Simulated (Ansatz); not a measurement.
Bi2Pd3S2:
Space group I2₁3 (No. 199); a = b = c = 8.2930 Å, α = β = γ = 90.00°

| atom | site | symmetry | x | y | z |
|---|---|---|---|---|---|
| Bi | 8a | .3. | 0.0029 | 0.0029 | 0.0029 |
| Pd | 12b | 2.. | 0.0000 | 0.2500 | 0.2777 |
| S | 8a | .3. | 0.2786 | 0.2786 | 0.2786 |
(The calculation used a cell of 14 atoms; values per cell refer to that cell.)

Relaxed with PBEsol.

Q: Which orbitals make up the states near the Fermi level in plane-wave PAW PBEsol (Ansatz code)?

A: Within 0.5 eV of the Fermi level: Bi 6p 47 %, Pd 4d 23 %, S 3p 20 %, outside the projected shells 6 %. Projections are on Löwdin-orthogonalised atomic valence shells; empty p or d shells of many metals are not among them.

Q: Tabulate the density of states.

A: States/eV per cell of 14 atoms, in 0.25 eV bins, energy from the Fermi level.

```tsv
E (eV)	total	Pd 4d	S 3p	Bi 6p
-7.85	0.00	0.00	0.00	0.00
-7.60	0.00	0.00	0.00	0.00
-7.35	0.00	0.00	0.00	0.00
-7.10	0.00	0.00	0.00	0.00
-6.85	0.00	0.00	0.00	0.00
-6.60	1.68	0.54	0.75	0.33
-6.35	13.47	5.13	5.95	1.85
-6.10	13.95	5.33	6.05	1.96
-5.85	13.39	5.49	5.64	1.68
-5.60	5.70	2.43	2.32	0.62
-5.35	6.82	2.79	2.41	1.35
-5.10	12.45	5.81	4.15	2.07
-4.85	14.66	8.32	3.74	2.19
-4.60	17.81	11.25	3.16	2.86
-4.35	24.44	16.87	2.97	4.01
-4.10	20.90	14.60	2.50	3.23
-3.85	19.98	13.93	2.29	3.12
-3.60	10.80	7.97	0.94	1.57
-3.35	20.43	16.14	1.53	2.26
-3.10	27.33	24.20	1.22	1.38
-2.85	20.65	16.64	1.79	1.59
-2.60	21.43	15.06	3.87	1.70
-2.35	8.12	4.84	1.95	1.00
-2.10	16.41	10.06	3.69	2.06
-1.85	12.56	7.28	2.94	1.68
-1.60	11.73	6.99	2.41	1.58
-1.35	11.45	5.89	3.46	1.51
-1.10	5.92	2.63	1.89	1.03
-0.85	6.09	2.63	2.12	0.94
-0.60	5.75	1.88	1.53	1.86
-0.35	5.32	1.32	1.05	2.47
-0.10	3.23	0.76	0.72	1.45
0.15	3.16	0.71	0.72	1.44
0.40	5.46	1.11	1.00	2.82
0.65	6.64	1.42	1.29	3.28
0.90	7.68	1.48	1.81	3.75
1.15	9.17	1.81	2.11	4.50
1.40	10.62	2.21	2.45	5.08
1.65	7.69	1.62	1.88	3.54
1.90	8.08	1.71	1.98	3.70
2.15	6.33	1.27	1.40	3.16
2.40	8.81	1.69	2.01	4.50
2.65	5.87	0.97	0.86	3.60
2.90	0.00	0.00	0.00	0.00
3.15	0.00	0.00	0.00	0.00
3.40	0.23	0.00	0.01	0.01
3.65	0.63	0.01	0.02	0.02
3.90	1.13	0.01	0.04	0.03
4.15	3.62	0.05	0.10	0.12
4.40	5.74	0.06	0.17	0.17
4.65	7.74	0.07	0.26	0.21
```

Space group I2_13. The first step of the workflow began from a Materials Project structure, measured or hypothetical; the Crystallography Open Database copy checked does not list it. Its standing as an ambient phase is unchecked. Symmetry was held in the PBEsol relaxation; whether a distortion lowers the energy is not shown. No spin polarisation was allowed. Spin–orbit coupling is left out wherever it is not named.

Potentials: the later of the program's two PAW sets.
